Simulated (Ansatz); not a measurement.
## Be₃ZnO: relaxation step by step

A trial structure of Be₃ZnO was built thus: random cell by space group and Wyckoff sites (P-6m2, No. 187). Lengths were set from tabulated atomic sizes, so they are only a guess.

```
CELL_PARAMETERS angstrom
3.27526 0.00000 0.00000
-1.63763 2.83646 0.00000
0.00000 0.00000 5.57507
ATOMIC_POSITIONS crystal
Be 0.00000 0.00000 0.17524
Be 0.00000 0.00000 0.82476
Be 0.33333 0.66667 0.50000
Zn 0.66667 0.33333 0.50000
O 0.33333 0.66667 0.00000
```

All numbers below come from DFT PBE, scalar-relativistic, plane waves, PAW (Ansatz). Cutoff 420 eV, Gaussian smearing, Γ-centred meshes. Cell and atoms relax first on a coarse mesh and then on a finer one. In between, the cell is made exact in the group found at 0.06 Å. In metals the finer mesh still leaves noise of several meV/atom or more. The steps can't lower the symmetry of their start. No spin polarisation in the relaxation; trial moments died out in a coarse test.

Steps on the 6×6×4 mesh (5 atoms, 15 steps). The free energy counts from the last step; some steps are skipped; the plane-wave basis is renewed at times, which shifts energy and pressure.

```tsv
step	ΔF (meV/atom)	V (Å³/atom)	P (GPa)	largest force component (eV/Å)
1	377.0	10.36	7.03	2.639
3	273.8	10.59	1.88	0.300
4	261.8	10.80	-0.43	0.298
6	133.1	10.62	-1.59	0.802
7	51.5	10.43	-1.13	0.316
9	21.0	10.39	-3.15	0.283
10	17.3	10.07	0.74	0.125
12	1.6	10.14	1.65	0.008
13	0.3	10.26	0.29	0.014
15	0.0	10.29	0.05	0.000
```

The relaxed structure, after a last relaxation on the converged mesh:

```cif
data_structure
_symmetry_space_group_name_H-M 'P-6m2'
_symmetry_Int_Tables_number 187
_cell_length_a 3.7750
_cell_length_b 3.7750
_cell_length_c 4.1648
_cell_angle_alpha 90.000
_cell_angle_beta 90.000
_cell_angle_gamma 120.000
_cell_volume 51.40
loop_
_atom_site_label
_atom_site_type_symbol
_atom_site_symmetry_multiplicity
_atom_site_Wyckoff_symbol
_atom_site_fract_x
_atom_site_fract_y
_atom_site_fract_z
_atom_site_occupancy
Be1 Be 2 g 0.00000 0.00000 0.26968 1
Be2 Be 1 d 0.33333 0.66667 0.50000 1
Zn1 Zn 1 f 0.66667 0.33333 0.50000 1
O1 O 1 c 0.33333 0.66667 0.00000 1
```

The symmetry stays P-6m2 (No. 187). The volume per atom shrinks by 0.8 %, from 10.4 to 10.3 Å³. The shortest distance goes from 1.89 Å (Be–Zn) to 1.92 Å (Be–Be). The ratio c/a of the conventional cell changes by a factor of 0.65. The energy falls by about 0.38 eV/atom (the start's value is from the coarse mesh). Be on a site of symmetry 3m is surrounded by 1 Be at 1.92 Å, 1 Be at 2.25 Å, 3 Be at 2.38 Å, 3 Zn at 2.38 Å and 3 O at 2.45 Å; around Zn lie 3 Be at 2.18 Å and 6 Be at 2.38 Å; around O lie 2 Be at 2.08 Å and 6 Be at 2.45 Å; 1 more site not described.

For Be₃ZnO, the volume per atom is 10.28 Å³ and the density is 3.50 g/cm³. The energy over the elements is +0.15 eV/atom. The gap on the 12×12×10 mesh of the 5-atom cell is 0 eV (a metal).

Formation energies are uncorrected and refer to the elements' standard structures at the same level (O₂ as a molecule).

The last run used Gaussian smearing of 0.10 eV. A structure relaxed within its symmetry needn't be a true minimum. In all, the 3 runs took 110 s on 1 thread of Intel(R) Xeon(R) Processor @ 2.70GHz, with other jobs on the host. Another cell of Be3ZnO relaxed alike, in Cm, lies 0.84 eV/atom lower, so this cell isn't the stable form at this level.
